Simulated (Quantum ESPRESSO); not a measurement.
## Kohn-Sham bands of AlCo3C (anti-perovskite)

```xyz
5
Lattice="3.7229 0.0000 0.0000 0.0000 3.7229 0.0000 0.0000 0.0000 3.7229" Properties=species:S:1:pos:R:3 pbc="T T T"
Al     0.0000     0.0000     0.0000
Co     0.0000     1.8615     1.8615
Co     1.8615     0.0000     1.8615
Co     1.8615     1.8615     0.0000
C      1.8615     1.8615     1.8615
```

Cell from Materials Project (mp-10037), symmetrised, no further relaxation. Not found in the COD (Crystallography Open Database) copy used; not checked further. Computed values, not measurements, from PBEsol: Quantum ESPRESSO (norm-conserving PseudoDojo potentials, cutoff 77 Ry, no spin polarisation, no spin-orbit coupling) on a Γ-centred 4×4×4 mesh, then Wannier90. Density: 8×8×8 mesh, cold smearing 0.01 Ry. A non-magnetic state is assumed; magnetic ones were not tried.

### Question
List the Kohn-Sham levels between −8 and 3.0 eV relative to the Fermi level at the high-symmetry points, as a band run of pw.x on that density gives them (levels within 2 meV counted together).

### Answer
```tsv
point	k (reciprocal lattice)	levels (eV)
Γ	0.000 0.000 0.000	-3.83 (×3), -3.54 (×3), -3.28 (×2), -1.25 (×2), -1.04 (×3), -0.12 (×3), 0.16
X	0.000 0.500 0.000	-5.05, -5.00, -4.75 (×2), -3.26, -3.10 (×2), -2.19, -1.49, -1.37, -1.32, -1.09 (×2), -0.55, -0.12, 0.65 (×2)
M	0.500 0.500 0.000	-7.51 (×2), -5.75, -5.39, -3.75 (×2), -2.80, -2.28 (×2), -1.85 (×2), -1.56, -1.07, -1.00, -0.53, -0.34, 0.45 (×2), 1.87
R	0.500 0.500 0.500	-7.56 (×3), -5.56, -2.41 (×3), -2.32 (×3), -1.90 (×3), -0.63 (×2), -0.09 (×3), 2.00 (×3), 2.79
```
